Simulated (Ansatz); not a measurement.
Input:

AlInN$_{2}$:
```
CELL_PARAMETERS angstrom
      3.33615     0.00000     0.00000
     -1.66807     2.88919     0.00000
      0.00000     0.00000     5.49983
ATOMIC_POSITIONS crystal
  In 0.33333 0.66667 0.00706
  N  0.33333 0.66667 0.40750
  Al 0.66667 0.33333 0.50719
  N  0.66667 0.33333 0.84825
```

This is the PBE-relaxed structure. Cartesian axes are those of the cell as given.

**Question.** All from PBE (plane waves, PAW; program Ansatz), unless another level is named. Give the hole effective mass with spin–orbit coupling.

**Answer.** 0.33, 0.33, 4.5 mₑ (principal values).

**Question.** Give the electron effective mass.

**Answer.** 0.13, 0.13, 0.15 mₑ (principal values).

**Question.** Give the hole effective mass, band 2 of 2 at the edge.

**Answer.** 0.14 along x, 4.1 along z (mₑ).

**Question.** And the formation energy from the elements (no fitted shifts)?

**Answer.** -0.49 eV/atom.

**Question.** Predict the valence-band maximum.

**Answer.** at Γ.

Space group P3m1. The start of the workflow was typed in or built on a structure type; neither database checked (COD, Materials Project) lists it. Its standing as an ambient phase is unchecked. The cell was relaxed with PBE under the symmetry of its start; whether a distortion lowers the energy is not shown. The references are the lowest solids computed at this level, not always the standard phases (solids in place of the gases). Spin–orbit coupling is left out wherever it is not named.

Potentials: the earlier of the program's two PAW sets.

Edges and masses are those of Kohn–Sham bands, whose gap is no quasiparticle gap.
